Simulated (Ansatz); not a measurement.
Values for one crystal, relaxed and computed with LDA (plane waves, PAW; program Ansatz); other levels are named.

```yaml
volume_per_atom: 14.06 Å³
electronic_character: metallic (no gap)
Density of states at the Fermi level: 1.3 states/eV per atom (mean over ±0.08 eV)
highest_zone_centre_frequency: 202 cm^-1
Poisson's ratio: 0.38
zone_centre_stability: no imaginary mode at Γ
Bulk modulus (Birch–Murnaghan fit): 224 GPa
```

Q: Which compound is it?
(A) Ti3Ag, Cu3Au type
(B) AlRh, CsCl type
(C) TiRh, L1₀ or tetragonal B2
(D) AlNi, CsCl type

A: C, TiRh, L1₀ or tetragonal B2

Space group P4/mmm (L1₀ or tetragonal B2). The workflow started from a Materials Project entry (that database holds measured and hypothetical structures alike); the Crystallography Open Database files this formula in space group No. 123, but the cells were not matched. Its standing as an ambient phase is unchecked. Symmetry was held in the LDA relaxation. No spin polarisation was allowed. As this level gives no gap, phonon frequencies hold no LO–TO term and depend on the k-mesh and smearing (Fermi–Dirac, 0.1 eV here). On the denser mesh and wider smearing of the elastic run this cell carries a stress of 0.5 GPa. Spin–orbit coupling is left out wherever it is not named.

Potentials: the later of the program's two PAW sets.
